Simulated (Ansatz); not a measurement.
# Calculated electrostatic potentials at the N nuclei for Si₃N₄

Cell: an entry of the Crystallography Open Database (COD) whose atoms were relaxed with PBE, the cell held.

Space group P6_3/m (No. 176); a = 7.6170, c = 2.9134 Å, γ = 120.00°.

```
site  Wyckoff  site symmetry       x       y       z
  Si       6h            m..  0.1740  0.7679  0.2500
  N7       2c           -6..  0.3333  0.6667  0.2500
  N9       6h            m..  0.3298  0.0300  0.2500
```

One atom of each set is listed.

Method: Kohn–Sham DFT in Ansatz, r2SCAN, plane waves and PAW, scalar-relativistic, 500 eV cutoff, Γ-centred 4×4×9 k-points, Fermi–Dirac smearing 0.02 eV.

The potential at a nucleus is that of all electrons and the other nuclei. A higher potential binds the core electrons more strongly, so differences between sites of one element are the initial-state part of core-level shifts.

(1) Rank the N sites by the potential at the nucleus, lowest first, and give each against the lowest.
A. N7: 3 Si at 1.73 Å
B. N9: 3 Si at 1.74 Å

Answers

(1) A (0.00 V), B (0.42 V).
